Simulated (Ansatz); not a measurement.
LiCl:
```
CELL_PARAMETERS angstrom
      0.00000     2.57497     2.57497
      2.57497     0.00000     2.57497
      2.57497     2.57497     0.00000
ATOMIC_POSITIONS crystal
  Li 0.00000 0.00000 0.00000
  Cl 0.50000 0.50000 0.50000
```

x, y and z are the axes in which the lattice vectors are written.

Q: Give the high-frequency dielectric tensor and the Born effective charge tensors of the independent atoms from DFPT, PBE in the plane-wave PAW code Ansatz.

A: 
ε∞:
```
2.94  0.00  0.00
0.00  2.94  0.00
0.00  0.00  2.94
```
Z* of atom 1 (Li), rows: field, columns: displacement, in e:
```
1.19  0.00  0.00
0.00  1.19  0.00
0.00  0.00  1.19
```
Z* of atom 2 (Cl), rows: field, columns: displacement, in e:
```
-1.19   0.00   0.00
 0.00  -1.19   0.00
 0.00   0.00  -1.19
```

Static charges for comparison (Bader): Li1 +0.90, Cl2 -0.90 e. Born charges measure polarisation by displacement and can exceed these by far.

Space group Fm-3m (rock salt). Symmetry was held in the PBE relaxation; phonons on a q-mesh show no instability.

Potentials: the later of the program's two PAW sets.
